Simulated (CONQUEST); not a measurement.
CONQUEST run on SiNi (Pnma, 8 atoms in the cell; from Materials Project mp-351, lattice scaled a little): self-consistent single point.

Computed with LDA (PW92), numerical atomic orbitals double-zeta with polarisation (the shipped basis), PseudoDojo norm-conserving potentials made for LDA run with CONQUEST 1.3.

```
CELL_PARAMETERS angstrom
      5.05928     0.00000     0.00000
      0.00000     3.26816     0.00000
      0.00000     0.00000     5.48066
ATOMIC_POSITIONS crystal
  Si 0.82109 0.75000 0.58232
  Si 0.17891 0.25000 0.41768
  Si 0.67891 0.25000 0.08232
  Si 0.32109 0.75000 0.91768
  Ni 0.50795 0.25000 0.68852
  Ni 0.49205 0.75000 0.31148
  Ni 0.99205 0.75000 0.18852
  Ni 0.00795 0.25000 0.81148
```

Reference input (self-consistent single point, DFT, LDA (PW92), numerical atomic orbitals double-zeta with polarisation (the shipped basis), PseudoDojo norm-conserving potentials made for LDA): basis = DZP; Diag.MPMeshX, Y, Z = 3 4 3; potentials = PseudoDojo norm-conserving LDA; Grid.GridCutoff = 140 Ha; DM.SolutionMethod = diagon; Diag.kT = 0.001837 Ha; Diag.GammaCentred = true; minE.SCTolerance = 1.0e-06; SC.MaxIters = 100; SC.LinearMixingFactor = 0.5; SC.KerkerPreCondition = true; SC.KerkerFactor = 0.1 1/bohr. This run's input differs from it in these lines:

```diff
@@ -16,3 +16,3 @@
 
-Grid.GridCutoff                140
+Grid.GridCutoff                84
 DM.SolutionMethod              diagon
```

The program printed (abridged):

```
    PulayMixSC: Starting Pulay mixing, A_up =  0.500 A_dn =  0.500
    PulayMixSC: Spin non-polarised calculation.
    PulayMixSC: with Kerker preconditioning, q0 =  0.100
          Harris-Foulkes Energy            :      -687.862474193374965 Ha
          Free Energy (E-TS)               :      -687.863154554852485 Ha
    PulayMixSC: Pulay iteration     1 residual:              0.27082E-02
          Harris-Foulkes Energy            :      -687.879082780421413 Ha
          Free Energy (E-TS)               :      -687.879823391671380 Ha
    PulayMixSC: Pulay iteration     2 residual:              0.38023E-02
   [... lines left out ...]
          Free Energy (E-TS)               :      -687.814794414886023 Ha
    PulayMixSC: Pulay iteration     6 residual:              0.54465E-05
          Harris-Foulkes Energy            :      -687.813975957168509 Ha
          Free Energy (E-TS)               :      -687.814794817242728 Ha
    PulayMixSC: Pulay iteration     7 residual:              0.11809E-05
          Harris-Foulkes Energy            :      -687.813975215698406 Ha
          Free Energy (E-TS)               :      -687.814794118731243 Ha
    PulayMixSC: Pulay iteration     8 residual:              0.16744E-06
    PulayMixSC: Reached SCF tolerance of  0.16744E-06 after      8 iterations
      | Number of electrons      =        88.000112
      | GS Energy as E-(1/2)TS   =      -687.814384667214881 Ha
      | Free Energy as E-TS      =      -687.814794118731243 Ha
      |* Harris-Foulkes energy   =      -687.813975215698406 Ha
      |* DFT total energy        =      -687.813975215426808 Ha

    force: Forces on atoms (Ha/A )
    force:  Atom   X              Y              Z
    force:     1  -0.0014748558  -0.0000000000   0.0067952757
    force:     2   0.0014748558   0.0000000000  -0.0067952757
    force:     3   0.0014748558  -0.0000000000   0.0067952757
    force:     4  -0.0014748558   0.0000000000  -0.0067952756
    force:     5   0.0037321498  -0.0000000000  -0.0074903864
    force:     6  -0.0037321499  -0.0000000000   0.0074903867
   [... lines left out ...]
    force:     8   0.0037321498   0.0000000000   0.0074903865

    force: Maximum force :        0.00749039(Ha/A ) on atom         6 in z direction
    force: Force Residual:        0.00769369 Ha/A
    force: Total stress:         -8.79084275    -8.09584340    -8.94189252 GPa
    force: Average pressure:      8.60952622 GPa

    get_E_and_F: Change in energy during last step of electronic optimisation:  0.74147E-06
```

The run converged in 8 iterations. CONQUEST prints the stress tensor with tension positive. Against the reference run the free energy stays essentially unchanged (within 1 meV/atom), the pressure goes from 8.97 to 8.61 GPa and the largest force goes from 0.236 to 0.228 eV/Å.

The program uses no crystal symmetry, so grid and mesh can part values that symmetry would make equal. The atom-centred basis is finite, which shifts total energies, pressures and forces against plane waves. The run has no spin polarisation, so moments on Ni cannot form. This run is one point of a test of settings, so its values need not be converged; read them against the reference run alone. The structure comes from a collection of computed structures, made at another level of theory; the collection holds predicted forms beside known ones. Its lattice was then scaled. No clean gap shows at this smearing width and mesh (spacing up to 0.48 Å⁻¹); the mesh is coarse for partly filled bands, so the values carry mesh errors.

Cost on one core: roughly 50 core-seconds.
